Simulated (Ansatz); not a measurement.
The relaxed structure here is a generated cell of TaSi2: the first start was made by a random draw of sites in a space group, and the end was not matched to a known phase here, so it may be hypothetical. Known forms of TaSi2 include space group No. 181.

A relaxed structure of TaSi₂. Space group P6/mmm (No. 191). Calculation: PBE (plane waves to 420 eV, PAW, scalar-relativistic; Ansatz, a first-principles code).

```xyz
3
Lattice="4.6692 0.0000 0.0000 -2.3346 4.0437 0.0000 0.0000 0.0000 2.6239" Properties=species:S:1:pos:R:3 pbc="T T T"
Si     0.0000     2.6958     0.0000
Si     2.3346     1.3479     0.0000
Ta     0.0000     0.0000     0.0000
```

| Quantity | Value |
|---|---|
| Volume per atom | 16.51 Å³ |
| Band gap | zero (metallic) |
| Shortest distances | Si–Si 2.62 Å; Ta–Ta 2.62 Å; Si–Ta 2.70 Å |
| k-mesh | 12×12×18 |

Band energies at high-symmetry points (eV from the Fermi level; labels of this space group; no spin-orbit coupling), from −5 eV up to 1.1 eV:

```
point                               energies
-----  -------------------------------------
Γ              -4.98 -4.98 -2.83 -0.20 -0.20
M                    -4.44 -4.21 -2.21 -1.27
K                          -2.55 -1.42 -1.42
A         -2.42 -2.42 -1.58 -1.58 -0.44 0.05
L               -2.86 -2.05 -0.96 -0.90 0.48
H      -4.49 -4.49 -3.27 0.57 0.57 0.80 0.80
```

No spin polarisation in the result. The relaxed primitive cell holds an odd number of electrons. A magnetic state may lie lower.

The run could not lose the symmetry of its start: the end is stationary, and may be a saddle point rather than a minimum.

All atoms sit on sites fixed by symmetry, so only the cell could relax.
